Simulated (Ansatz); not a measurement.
CsCdCl₃ (cubic perovskite)

```
CELL_PARAMETERS angstrom
      5.25786     0.00000     0.00000
      0.00000     5.25786     0.00000
      0.00000     0.00000     5.25786
ATOMIC_POSITIONS crystal
  Cs 0.00000 0.00000 0.00000
  Cd 0.50000 0.50000 0.50000
  Cl 0.00000 0.50000 0.50000
  Cl 0.50000 0.00000 0.50000
  Cl 0.50000 0.50000 0.00000
```

Two coordinates are scanned: the volume, and the ratio of the stretch along z (the conventional c axis) to the stretch across it. Atoms keep their fractional coordinates.

These are r2SCAN (plane waves to 500 eV, PAW, scalar-relativistic; Ansatz, a quantum-chemistry and plane-wave program) values and carry that method's errors. k mesh 6×6×6 (Γ-centred), Fermi-Dirac smearing 0.05 eV. E stands for the smeared free energy. CsCdCl3 was relaxed with its symmetry unable to fall. ΔE is measured from the relaxed starting cell.

Question: Give the computed ΔE (meV/atom) at all points of the grid V/V₀ = 0.960, 0.973, 0.987, 1.000, 1.013, 1.027, 1.040 by (c/a)/(c/a)₀ = 0.920, 0.947, 0.973, 1.000, 1.027, 1.053, 1.080.

Answer: ΔE (meV/atom), with V/V₀ across and (c/a)/(c/a)₀ down:

```
(c/a)/(c/a)₀ \ V/V₀  0.960  0.973  0.987  1.000  1.013  1.027  1.040
-------------------  -----  -----  -----  -----  -----  -----  -----
0.920                 27.4   23.2   20.3   18.8   18.4   19.1   20.9
0.947                 14.8   11.2    8.9    7.9    8.1    9.3   11.5
0.973                  7.8    4.5    2.6    1.9    2.3    3.9    6.4
1.000                  5.6    2.4    0.6    0.0    0.6    2.2    4.8
1.027                  7.6    4.3    2.4    1.7    2.2    3.7    6.2
1.053                 13.4    9.8    7.6    6.6    6.8    8.1   10.3
1.080                 22.5   18.4   15.7   14.3   14.1   14.9   16.8
```

(Under strain, the slope of the energy per volume gives the stress and its curvature an elastic modulus.)
